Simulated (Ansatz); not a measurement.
System: Tl$_{2}$H (fluorite prototype, strained and with displaced atoms), 3 atoms in the cell.

All numbers below come from PBE with spin–orbit coupling, all-electron LAPW, point nucleus (Ansatz).

k-mesh 2×2×2 shifted by (0.5, 0.5, 0.5) steps; Fermi–Dirac smearing of 0.15 eV.

```
H Tl
1.0
    -3.19256    0.07490    3.10861
     0.11953    3.33769    3.30305
    -3.33351    3.28420   -0.06604
H Tl
1 2
Direct
  0.23564 0.33013 0.99070
  0.47861 0.59159 0.25648
  0.01061 0.04227 0.75592
```

Task: Would the cell expand or shrink if it were free to relax?

Result: The pressure is 2.25 GPa, so at these settings the cell is compressed and would expand.

Task: Which atom feels the largest force? Give all forces.

Result: Tl3, 0.600 eV/Å.

| atom | Fx (eV/Å) | Fy (eV/Å) | Fz (eV/Å) |
| --- | --- | --- | --- |
| H1 | 0.046 | -0.003 | 0.018 |
| Tl2 | 0.385 | -0.278 | -0.326 |
| Tl3 | -0.431 | 0.282 | 0.308 |

The k-mesh is coarse, so these values belong to this mesh and can lie far from the converged ones. The elements were drawn onto a prototype; most such cells aren't known phases.
